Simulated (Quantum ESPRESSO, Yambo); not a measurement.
Ca₂Si: DFT and GW levels

Ca₂Si is modelled in the cubic space group Fm-3m (No. 225), Pearson symbol cF12. Cell: a = b = c = 7.088 Å, α = β = γ = 90.00°. Si on 4a has 8 Ca at 3.069 Å (cubic). Ca on 8c is surrounded by 4 Si at 3.069 Å (tetrahedral). (Neighbours: up to the widest gap in distance over summed covalent radii, below 1.35, at either atom; cation-cation contacts left out.)
(The calculation used a cell of 3 atoms; values per cell refer to that cell.)

Cell and atoms were relaxed with PBEsol from Materials Project entry mp-1009733, within its symmetry.

Starting point: PBEsol (pw.x of Quantum ESPRESSO, ONCV potentials, without SOC). G0W0 in Yambo: 4×4×4 Γ-centred k mesh, bands 3 to 164 and a 8 Ry block in the screening, 164 bands in G with the Bruneval-Gonze terminator, plasmon pole fitted at 27.2 eV.

```
Quantity                                                                          Value
------------------------------------------------------------------------------  -------
PBEsol gap along the band path                                                  0.47 eV
PBEsol gap between the mesh's edge points (X → X)                               0.47 eV
G0W0 gap between the same points                                                1.14 eV
smallest G0W0 gap among all computed states (the edges move to other k points)  1.05 eV
```

| k point | band | E PBEsol (eV) | E QP (eV) | shift (eV) | Z |
|---|---|---|---|---|---|
| Γ | VB | -0.42 | -0.85 | -0.43 | 0.75 |
| Γ | CB | 1.81 | 1.57 | -0.25 | 0.77 |
| L | VB | -0.08 | -0.58 | -0.50 | 0.75 |
| L | CB | 2.43 | 2.88 | 0.44 | 0.76 |
| X | VB | 0.00 | -0.68 | -0.68 | 0.75 |
| X | CB | 0.47 | 0.47 | 0.00 | 0.77 |
| W | VB | -0.34 | -1.03 | -0.69 | 0.75 |
| W | CB | 1.10 | 1.27 | 0.17 | 0.76 |

Energies count from the PBEsol valence-band maximum.

Nearest settings tried, and what they do to the gap: 101 bands in G: -7 meV; 56 bands in W, 56 bands in G: -79 meV; 7 Ry block (181 vectors against 283): -22 meV; 2×2×2 mesh: -19 meV. So the settings aren't converged at that level.

The structure is a Materials Project entry; no match was found in the copy of COD used, and its stability was not checked.
